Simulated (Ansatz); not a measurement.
The slice is one period of a {100} plane through atoms; its size isn't given.

Level of theory: r2SCAN (plane waves to 500 eV, PAW, scalar-relativistic; Ansatz, a first-principles code). Inside the PAW spheres the values are not all-electron values, and peaks at nuclei hang on which shells count as valence.

```
|99987543210000000000000123457899|
|99876542110000000000000112456789|
|88765432110000000000000112345678|
|77654432110000000000000112344567|
|55544321110000000000000111234455|
|44433211110000001000000111123344|
|33222111111111111111111111112223|
|22111111111111122211111111111112|
|11111100111122233322211110011111|
|00000000111233444443321110000000|
|00000001112344555554432111000000|
|00000001123445677765443211000000|
|00000001123456788876543211000000|
|00000001124567899987654211000000|
|00000001234578999998754321000000|
|00000001234578999998754321000000|
|00000001234578999998754321000000|
|00000001124567899987654211000000|
|00000001123456788876543211000000|
|00000001123445677765443211000000|
|00000001112344555554432111000000|
|00000000111233444443321110000000|
|11111100111122233322211110011111|
|22111111111111122211111111111112|
|33222111111111111111111111112223|
|44433211110000001000000111123344|
|55544321110000000000000111234455|
|77654432110000000000000112344567|
|88765432110000000000000112345678|
|99876542110000000000000112456789|
|99987543210000000000000123457899|
|99987543211000000000001123457899|
```
Scale: ten equal steps from -0.75 (start of '0') to 1.78 (end of '9'), in the order '0123456789'. Values: log₁₀ of the valence density in e/Å³. The map has 32 points along u (one character each, u = 0 at the left) and 32 along v (v = 0 in the bottom row). The scale is logarithmic, as a density can span decades between atoms and voids.

```
|xxxxx%+:. .-+*#####*+-. .:+%xxxx|
|xxxxx*=:  .=*#######*=.  :=*xxxx|
|xxxx#=:. .:+*##***##*+:. .:=#xxx|
|xxx#+-.  :=****+++****=:  .-+#xx|
|@@#+-.  .-+**+=---=+**+-.  .-+#@|
|**=-.  .-+*+=:.....:=+*+-.  .-=*|
|--:.  .-+*+-:.     .:-+*+-.  .:-|
|..   .:+*+-.   ...   .-+*+:.   .|
|    .:=++-.  .::-::.  .-++=:.   |
|   .-=+=:.  .:=+++=:.  .:=+=-.  |
|.::-=+=:.  .-=*%%%*=-.  .:=+=-::|
|--=++=-.  .-+#xxxxx#+-.  .-=++=-|
|=++++-.  .-+#xxxxxxx#+-.  .-++++|
|++++=:   :=#xxxxxxxxx#=:   :=+++|
|++++-:  .-*@xxxxxxxxx@*-.  :-+++|
|+++=-.  .-*@xxxxxxxxx@*-.  .-=++|
|++++-:  .-*@xxxxxxxxx@*-.  :-+++|
|++++=:   :=#xxxxxxxxx#=:   :=+++|
|=++++-.  .-+#xxxxxxx#+-.  .-++++|
|--=++=-.  .-+#xxxxx#+-.  .-=++=-|
|.::-=+=:.  .-=*%%%*=-.  .:=+=-::|
|   .-=+=:.  .:=+++=:.  .:=+=-.  |
|    .:=++-.  .::-::.  .-++=:.   |
|..   .:+*+-.   ...   .-+*+:.   .|
|--:.  .-+*+-:.     .:-+*+-.  .:-|
|**=-.  .-+*+=:.....:=+*+-.  .-=*|
|@@#+-.  .-+**+=---=+**+-.  .-+#@|
|xxx#+-.  :=****+++****=:  .-+#xx|
|xxxx#=:. .:+*##***##*+:. .:=#xxx|
|xxxxx*=:  .=*#######*=.  :=*xxxx|
|xxxxx%+:. .-+*#####*+-. .:+%xxxx|
|xxxxx%+-. .-+*##%##*+-. .-+%xxxx|
```
Scale: ten equal steps from 0.16 (start of ' ') to 0.36 (end of '@'), in the order ' .:-=+*#%@'. Values: electron localisation function (ELF). The map has 32 points along u (one character each, u = 0 at the left) and 32 along v (v = 0 in the bottom row). Points within 0.5 Å of a nucleus are blanked (x), as the pseudised field means little there.

### Question
Which relaxed crystal do these maps come from?
A) ScAl₃ (Cu3Au type)
B) ScPt₃ (Cu3Au type)
C) YPb₃ (Cu3Au type)
D) AlNi₃ (Cu3Au type)

### Answer
D, AlNi₃ (Cu3Au type). Atoms on the slice: Ni at (0.50, 0.50); Ni at (0.00, 0.00)

All were relaxed with their symmetry unable to fall. Relaxed AlNi3 ends ferromagnetic. ScAl3 is run without spin polarisation. ScPt3 is run without spin polarisation. Spin-orbit coupling is left out. YPb3 is run without spin polarisation. The magnetic order is the one the run started from; other orders were not tried. (This holds for the magnetic or f-shell members.)
